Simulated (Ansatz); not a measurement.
Ti₅Ge₄ in space group Pnma (No. 62; Pearson symbol oP36), PBE (plane waves, PAW; program Ansatz), all energies at zero smearing, with the estimated change up to a 700 eV cutoff added, with one set of potentials and settings (totals compare only within such a set). Cell of 36 atoms (20 Ti, 16 Ge): -118737.978 eV.

| element | reference phase | E (eV/atom) |
|---|---|---|
| Ti | P6/mmm, 3 atoms in the cell | -2499.6739 |
| Ge | Fd-3m, 2 atoms in the cell | -4294.9847 |

Formation energy per atom, worked out: (-118737.978 − 20×(-2499.6739) − 16×(-4294.9847))/36 = -0.687 eV/atom (-66 kJ per mol of atoms), at 0 K, without zero-point energy or fitted corrections.

The first step of the workflow began from a Materials Project structure, measured or hypothetical; the Crystallography Open Database copy checked does not list it. Whether it is the stable phase at ambient conditions was not checked. The cell was relaxed with PBE under the symmetry of its start; whether a distortion lowers the energy is not shown. The run is not spin-polarised. The references are the lowest solids computed at this level, not always the standard phases.

Potentials: the later of the program's two PAW sets.
